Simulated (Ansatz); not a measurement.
Q: HfO₂ (fluorite, Fm-3m) is relaxed with the program Ansatz at the r²SCAN level (PAW). What lattice parameters of the conventional cell result?

A: a = 5.058 Å.

Q: Is it a metal or does it have a gap at this level?

A: A gap of 4.30 eV, direct.

This is a known high-temperature phase of the composition, computed here at zero pressure and temperature. Symmetry was held in the r²SCAN relaxation; whether a distortion lowers the energy is not shown. No spin polarisation was allowed. Scalar-relativistic: spin–orbit coupling is off unless named, which matters more the heavier the elements.

Potentials: the later of the program's two PAW sets.
